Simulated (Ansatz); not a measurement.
SnRu3C:
```cif
data_CRu3Sn
_chemical_formula_sum 'Sn1 Ru3 C1'
_space_group_name_H-M_alt 'P 1'
_space_group_IT_number 1
_cell_length_a 4.04694
_cell_length_b 4.04694
_cell_length_c 4.04694
_cell_angle_alpha 90.000
_cell_angle_beta 90.000
_cell_angle_gamma 90.000
loop_
_space_group_symop_operation_xyz
  'x, y, z'
loop_
_atom_site_label
_atom_site_type_symbol
_atom_site_fract_x
_atom_site_fract_y
_atom_site_fract_z
_atom_site_occupancy
Sn1 Sn 0.00000 0.00000 0.00000 1
Ru1 Ru 0.00000 0.50000 0.50000 1
Ru2 Ru 0.50000 0.00000 0.50000 1
Ru3 Ru 0.50000 0.50000 0.00000 1
C1 C 0.50000 0.50000 0.50000 1
```

Relaxed with PBEsol.

### Question
Decompose the optical modes at the zone centre into irreducible representations, and say which are infrared and Raman allowed.

### Answer
Point group m-3m: Γ_opt = 3T1u + T2u. Infrared: T1u. Raman: none.

### Question
Assign frequencies (DFPT, DFT-PBEsol in the program Ansatz with PAW potentials).

### Answer
T2u 106, T1u 136, T1u 184, T1u 485 cm⁻¹.

Space group Pm-3m (anti-perovskite). The start of the workflow was typed in or built on a structure type; neither database checked (COD, Materials Project) lists it. Its standing as an ambient phase is unchecked. Symmetry was held in the PBEsol relaxation; whether a distortion lowers the energy is not shown. No spin polarisation was allowed. As this level gives no gap, phonon frequencies hold no LO–TO term and depend on the k-mesh and smearing (Fermi–Dirac, 0.1 eV here). Spin–orbit coupling is left out wherever it is not named.

Potentials: the later of the program's two PAW sets.
